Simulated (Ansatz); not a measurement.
PbS:
```yaml
crystal:
  lattice:
    - [0.00000, 3.00432, 3.00432]
    - [3.00432, 0.00000, 3.00432]
    - [3.00432, 3.00432, 0.00000]
  atoms:
    - { symbol: Pb, position: [0.00000, 0.00000, 0.00000] }
    - { symbol: S, position: [0.50000, 0.50000, 0.50000] }
```

Relaxed with PBE. Special points in fractions of this cell's reciprocal vectors: Γ (0.000, 0.000, 0.000); X (0.500, 0.000, 0.500); U (0.625, 0.250, 0.625); K (0.375, 0.375, 0.750); L (0.500, 0.500, 0.500); W (0.500, 0.250, 0.750).

Q: List the band energies nearest the Fermi level at these points for PBE with spin–orbit coupling (plane waves, PAW; program Ansatz).

A: In eV from the Fermi level; about four levels below and three above (degenerate sets whole), none deeper than 8.9 eV; points with the same levels are listed once.

| k | below | above |
|---|---|---|
| Γ | -1.95 -1.95 -1.95 -1.95 | 3.36 3.36 5.83 5.83 5.83 5.83 |
| X | -3.41 -3.41 -3.10 -3.10 | 4.05 4.05 4.32 4.32 |
| U | -2.82 -2.82 -2.34 -2.34 | 2.90 2.90 4.08 4.08 |
| L | -0.05 -0.05 0.00 0.00 | 1.67 1.67 2.58 2.58 |
| W | -4.04 -4.04 -0.99 -0.99 | 1.92 1.92 4.47 4.47 |

Space group Fm-3m (rock salt). The cell was relaxed with PBE under the symmetry of its start; of distortions, only those at the zone centre were tested.

Potentials: the later of the program's two PAW sets.
